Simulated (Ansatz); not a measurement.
**K₂NaScF₆ squeezed and stretched**

A database entry relaxed whole under r2SCAN (Fm-3m):

```xyz
10
Lattice="0.0000 4.2212 4.2212 4.2212 0.0000 4.2212 4.2212 4.2212 0.0000" Properties=species:S:1:pos:R:3 pbc="T T T"
K     2.1106    2.1106    2.1106
K     6.3318    6.3318    6.3318
Na    4.2212    4.2212    4.2212
Sc    0.0000    0.0000    0.0000
F     2.0074    4.2212    4.2212
F     4.2212    2.0074    4.2212
F     6.4350    4.2212    4.2212
F     4.2212    6.4350    4.2212
F     4.2212    4.2212    2.0074
F     4.2212    4.2212    6.4350
```

The cell was scaled uniformly, its shape held, and the atoms relaxed at each volume with plane-wave PAW DFT (Ansatz 0.2.0; r2SCAN, 500 eV, 6×6×6 Γ-centred mesh, fermi-dirac occupations of width 0.020 eV; no spin, no spin-orbit coupling). One row is withheld.

```json
{"volume (Å³/atom)": "14.141", "energy over the lowest (meV/atom)": "8.9", "pressure (GPa)": "3.43", "gap over mesh and path (eV)": "8.054"}
{"volume (Å³/atom)": "14.441", "energy over the lowest (meV/atom)": "3.7", "pressure (GPa)": "2.11", "gap over mesh and path (eV)": "8.001"}
{"volume (Å³/atom)": "14.742", "energy over the lowest (meV/atom)": "0.8", "pressure (GPa)": "0.96", "gap over mesh and path (eV)": "7.953"}
{"volume (Å³/atom)": "15.043", "energy over the lowest (meV/atom)": "0.0", "pressure (GPa)": "-0.04", "gap over mesh and path (eV)": "7.908"}
{"volume (Å³/atom)": "15.344", "energy over the lowest (meV/atom)": "?", "pressure (GPa)": "?", "gap over mesh and path (eV)": "?"}
{"volume (Å³/atom)": "15.645", "energy over the lowest (meV/atom)": "3.4", "pressure (GPa)": "-1.71", "gap over mesh and path (eV)": "7.695"}
{"volume (Å³/atom)": "15.946", "energy over the lowest (meV/atom)": "7.3", "pressure (GPa)": "-2.38", "gap over mesh and path (eV)": "7.595"}
```

Problem. Fit the pressures of the other rows to the third-order Birch-Murnaghan form.

Solution. With f = [(V₀/V)^(2/3) − 1]/2 and P = 3B₀f(1 + 2f)^(5/2)[1 + 3(B₀′ − 4)f/2], least squares gives V₀ = 15.03 Å³ an atom, B₀ = 47.5 GPa and B₀′ = 5.6; the rows miss the fit by less than 0.01 GPa. The slope of the energies differs from these pressures by less than 0.05 GPa.

Problem. How does the gap move with volume?

Solution. It runs from 8.05 eV at the smallest volume to 7.59 eV at the largest, not along one parabola, so no one slope is given.

Problem. What does the withheld row hold?

Solution. The fit gives -0.93 GPa at 15.344 Å³; the run gave -0.93 GPa and 0.9 meV an atom. Its gap is 7.800 eV.

Caveats: the shape of the cell was held; 0 K, fixed nuclei; the symmetry was kept, and this need not be the phase that is stable at 0 K; one mesh for all volumes; r2SCAN gaps lie as a rule under measured ones; pressure is positive in compression.
